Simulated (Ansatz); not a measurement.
MgI2:
```
MgI2
1.0
    4.12427     0.00000     0.00000
   -2.06214     3.57173     0.00000
    0.00000     0.00000     6.83210
Mg I
1 2
Direct
  0.00000   0.00000   0.00000
  0.33333   0.66667   0.24550
  0.66667   0.33333   0.75450
```

Cartesian axes are those of the cell as given.

**Question.** Give the high-frequency dielectric tensor and the Born effective charge tensors of the independent atoms from DFPT, PBE+D3(BJ) in the plane-wave PAW code Ansatz.

**Answer.** 
ε∞:
```
4.54  0.00  0.00
0.00  4.54  0.00
0.00  0.00  4.05
```
Z* of atom 1 (Mg), rows: field, columns: displacement, in e:
```
2.49  0.00  0.00
0.00  2.49  0.00
0.00  0.00  1.61
```
Z* of atom 2 (I), rows: field, columns: displacement, in e:
```
-1.24   0.00   0.00
 0.00  -1.24   0.00
 0.00   0.00  -0.81
```

Static charges for comparison (Bader): Mg1 +1.62, I2 -0.81 e. Born charges measure polarisation by displacement and can exceed these by far.

Space group P-3m1 (CdI2 type). The cell was relaxed with PBE+D3(BJ) under the symmetry of its start. Spin–orbit coupling is left out wherever it is not named.

Potentials: the later of the program's two PAW sets.
